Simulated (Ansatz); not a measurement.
CdF₂:
```
CdF2
1.0
    0.00000     2.69423     2.69423
    2.69423     0.00000     2.69423
    2.69423     2.69423     0.00000
Cd F
1 2
Direct
  0.00000   0.00000   0.00000
  0.25000   0.25000   0.25000
  0.75000   0.75000   0.75000
```

Relaxed with r²SCAN. Special points in fractions of this cell's reciprocal vectors: Γ (0.000, 0.000, 0.000); X (0.500, 0.000, 0.500); U (0.625, 0.250, 0.625); K (0.375, 0.375, 0.750); L (0.500, 0.500, 0.500); W (0.500, 0.250, 0.750).

Q: List the band energies nearest the valence-band maximum at these points for the program Ansatz at the r²SCAN with spin–orbit coupling level (PAW).

A: In eV from the valence-band maximum; about four levels below and three above (degenerate sets whole), none deeper than 8.9 eV; points with the same levels are listed once.

```json
[
 {"k": "Γ", "below": "-0.54 -0.54 -0.54 -0.54 -0.43 -0.43", "above": "3.79 3.79 13.24 13.24"},
 {"k": "X", "below": "-0.13 -0.13 -0.05 -0.05", "above": "8.92 8.92 10.56 10.56"},
 {"k": "U", "below": "-0.36 -0.36 -0.20 -0.20", "above": "8.86 8.86 11.55 11.55"},
 {"k": "L", "below": "-0.46 -0.46 -0.34 -0.34", "above": "8.02 8.02 9.69 9.69"},
 {"k": "W", "below": "-0.62 -0.62 0.00 0.00", "above": "8.98 8.98 11.86 11.86"}
]
```

Space group Fm-3m (fluorite). The cell was relaxed with r²SCAN under the symmetry of its start; phonons on a q-mesh show no instability.

Potentials: the later of the program's two PAW sets.
